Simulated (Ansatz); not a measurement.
All-electron card of TaSi

```xyz
4
Lattice="4.4024 0.0000 0.0000 -2.2012 3.8126 0.0000 0.0000 0.0000 4.9911" Properties=species:S:1:pos:R:3 pbc="T T T"
Ta    0.0000    2.5417   -0.3094
Ta    2.2012    1.2709    2.1861
Si    0.0000    2.5417    2.1861
Si    2.2012    1.2709    4.6817
```

Atoms are numbered in the order listed.

The cell was built from the wurtzite type and relaxed in the same program, and has space group P6_3/mmc; it needn't be a known or the stable phase. The relaxation left the symmetry of that type.

No spin–orbit coupling, which matters for the heavy atoms here.

Levels of theory: DFT, PBE, all-electron LAPW, scalar-relativistic (Ansatz 0.2.0); DFT, PBE, PAW with Ansatz's default frozen-core files, scalar-relativistic (Ansatz 0.2.0).

For LAPW: a Γ-centred 10×10×6 k mesh, Fermi–Dirac smearing of 0.03 eV, basis error target 1 meV/atom, no spin polarisation. PAW takes a cutoff of 420 eV at this cell. The Ansatz runs share mesh, smearing and spin set-up. Values come from LAPW unless marked.

| Quantity | Value |
| --- | --- |
| Band gap | none: bands cross the Fermi level, a metal |
| Stress xx, yy, zz (compression positive) | -0.03, -0.03, -0.14 GPa |
| Density of states at the Fermi level (0.2 eV bin) | 3.80 states/eV per cell |
| Löwdin charges (with 0.19 e of the cell spilling out of the atomic basis, so their sizes and signs hang on that basis) | Ta1 0.38, Si3 -0.29 e |
| Bader charges (from the PAW run) | Ta1 +0.94, Si3 -0.94 e |
| Volume per atom | 20.94 Å³ |
| Pressure at this cell | -0.07 GPa |
